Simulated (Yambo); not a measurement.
G0W0@LDA for N (space group P2_13, No. 198) in Yambo (2×2×2 mesh, 7 Ry block, plasmon pole, screening fixed), without a terminator:

```csv
bands N in G,gap X → Γ (eV),shift of the valence edge (eV)
93,13.910,-2.559
168,13.886,-2.786
269,13.864,-2.912
```

**Question.** Extrapolate both columns to infinite N with E(N) = E∞ + A/N, test the form, and compare with the terminator.

**Answer.** From two points, E∞ = (N2 E2 − N1 E1)/(N2 − N1). The two largest N give 13.83 eV for the gap and -3.12 eV for the shift; the two smallest give 13.86 eV and -3.07 eV. For the gap the slopes A are 5.0 and 9.8 eV: the form isn't reached, and its limit is uncertain. For the shift the slopes A are 47 and 56 eV: the form isn't reached, and its limit is uncertain. With the Bruneval-Gonze terminator and 269 bands the run gives 13.84 eV and -3.08 eV, 0.01 eV and 0.04 eV from the extrapolated values: the terminator too is an estimate of the remainder. Block, mesh and the bands in W are held fixed.

Geometry of the Materials Project entry, not relaxed at this level; primitive cell a = b = c = 5.8151 Å, α = β = γ = 90.00°.

A shift is the quasiparticle energy of the state minus its LDA energy.
